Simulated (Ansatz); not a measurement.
GaPt₃ in space group I4/mcm (No. 140; Ga on 4b, Pt on 8h, Pt on 4a) at seven volumes, r²SCAN (plane waves, PAW; program Ansatz), shape and atoms relaxed at each. One row is withheld.

```json
[
 {"V (Å³/atom)": "13.626", "P (GPa)": "?"},
 {"V (Å³/atom)": "14.075", "P (GPa)": "16.98"},
 {"V (Å³/atom)": "14.525", "P (GPa)": "7.68"},
 {"V (Å³/atom)": "14.974", "P (GPa)": "-0.02"},
 {"V (Å³/atom)": "15.423", "P (GPa)": "-6.32"},
 {"V (Å³/atom)": "15.872", "P (GPa)": "-11.48"},
 {"V (Å³/atom)": "16.321", "P (GPa)": "-15.67"}
]
```

**Question.** Fit the shown pressures and predict the withheld one.

**Answer.** P = (3/2)B₀(x^(7/2) − x^(5/2))[1 + (3/4)(B′ − 4)(x − 1)] with x = (V₀/V)^(2/3). Least squares on the six rows gives V₀ = 14.973 Å³/atom, B₀ = 231 GPa, B′ = 5.57. At V = 13.626, x = 1.0649 and P = 28.31 GPa. The run itself gave 28.25 GPa.

The workflow started from a Materials Project entry (that database holds measured and hypothetical structures alike); the Crystallography Open Database copy checked does not list it. COD files the formula under space group No. 127, so this cell is another polymorph or a model. Whether it is the stable phase at ambient conditions was not checked. The r²SCAN relaxation kept the symmetry of its start; whether a distortion lowers the energy is not shown. No spin polarisation was allowed. Spin–orbit coupling is left out wherever it is not named.

Potentials: the later of the program's two PAW sets.
